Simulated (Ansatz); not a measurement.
Zr (hcp, Mg type), conventional cell a = b = 3.231 Å, c = 5.173 Å, α = β = 90.00°, γ = 120.00°. The calculation uses the primitive cell of 2 atoms, to which meshes and values per cell refer.

Two coordinates are scanned: the volume, and the ratio of the stretch along z (the conventional c axis) to the stretch across it. Atoms keep their fractional coordinates.

Calculation: PBE (plane waves to 420 eV, PAW, scalar-relativistic; Ansatz, a first-principles code). k mesh 17×17×9 (Γ-centred), Fermi-Dirac smearing 0.05 eV. E stands for the smeared free energy. With partly filled bands, the response to shear is sensitive to the k mesh, so small differences along c/a are uncertain. Zr is run without spin polarisation. Zr was relaxed with its symmetry unable to fall. ΔE is measured from the relaxed starting cell.

**Question.** Predict the ΔE (meV/atom) at all points of the grid V/V₀ = 0.920, 0.947, 0.973, 1.000, 1.027, 1.053, 1.080 by (c/a)/(c/a)₀ = 0.960, 0.973, 0.987, 1.000, 1.013, 1.027, 1.040.

**Answer.** ΔE (meV/atom), with V/V₀ across and (c/a)/(c/a)₀ down:

| (c/a)/(c/a)₀ \ V/V₀ | 0.920 | 0.947 | 0.973 | 1.000 | 1.027 | 1.053 | 1.080 |
|---|---|---|---|---|---|---|---|
| 0.960 | 60 | 31 | 14 | 8 | 11 | 24 | 44 |
| 0.973 | 55 | 26 | 9 | 3 | 7 | 20 | 41 |
| 0.987 | 51 | 22 | 6 | 1 | 5 | 18 | 39 |
| 1.000 | 49 | 21 | 5 | 0 | 5 | 18 | 39 |
| 1.013 | 49 | 21 | 6 | 1 | 6 | 19 | 40 |
| 1.027 | 50 | 23 | 8 | 3 | 8 | 22 | 43 |
| 1.040 | 53 | 26 | 11 | 7 | 12 | 26 | 47 |

(A scan under strain: stresses follow from slopes of the energy per volume, elastic moduli from its curvatures.)
